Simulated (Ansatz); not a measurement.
Pb: from a starting cell to a relaxed one

The start is a generated trial cell of Pb in the trigonal-Se structure type. The cell and all atomic positions are relaxed at zero pressure with r2SCAN (plane waves to 500 eV, PAW, scalar-relativistic; Ansatz, a quantum-chemistry and plane-wave program). First-step values are on the input's coarse k-mesh.

Ansatz input (later rounds restart from its end on a renewed k-mesh):
Ansatz 0.2 input:
```yaml
crystal:
  lattice:
    - [5.5227732, 0, 0]
    - [-2.7613866, 4.7828619, 0]
    - [0, 0, 6.265771]
  atoms:
    - { symbol: Pb, position: [0.2254, 0, 0.83333333] }
    - { symbol: Pb, position: [0, 0.2254, 0.16666667] }
    - { symbol: Pb, position: [0.7746, 0.7746, 0.5] }
basis: { ecutwfc: 500, ecutrho_ratio: 4, xc_grid: 4, fft_grid_basis: typed }
kpoints: { mp_grid: { grid: [7, 7, 5] } }
hamiltonian:
  xc: r2scan
  dispersion: none
  pseudopotentials: { azcp: { folder: ./paw }, kind: paw }
scf: { occupations: { method: fermi_dirac, width: 0.05 } }
relax: { f_tol: 0.01, max_steps: 100, cell: { stress_tol: 0.02 } }
output: { forces: true, stress: true }
```

Initial pressure: -2.3 GPa (negative: the cell is under tension)
Outcome: The space group goes from P3₁21 (No. 152) to R-3m (No. 166), with 1 atom in the primitive cell
Energy released: 0.57 eV/atom
Volume change: -39.9 %, from 55.17 to 33.17 Å³/atom
Band gap at the end: no gap (metallic)
Optimiser moves: 17

Final structure:

```cif
data_Pb3
_chemical_formula_sum 'Pb3'
_space_group_name_H-M_alt 'R-3m :H'
_space_group_IT_number 166
_space_group_name_Hall '-R 3 2"'
_cell_length_a 4.60500
_cell_length_b 4.60500
_cell_length_c 5.41887
_cell_angle_alpha 90.000
_cell_angle_beta 90.000
_cell_angle_gamma 120.000
loop_
_atom_site_label
_atom_site_type_symbol
_atom_site_symmetry_multiplicity
_atom_site_Wyckoff_symbol
_atom_site_fract_x
_atom_site_fract_y
_atom_site_fract_z
_atom_site_occupancy
Pb1 Pb 3 b 0.00000 0.00000 0.50000 1
```
(The calculation used a cell of 1 atom; values per cell refer to that cell.)

Final values are on a 14×14×14 k-mesh of the relaxed cell. No spin polarisation in the result.

The run could not lose the symmetry of its start, so the end can be a saddle point.

The relaxed structure here is a generated cell of Pb: the first start was made by placing the elements on the sites of a structure type, and the end was not matched to a known phase here, so it may be hypothetical. Known forms of Pb include space group No. 225.
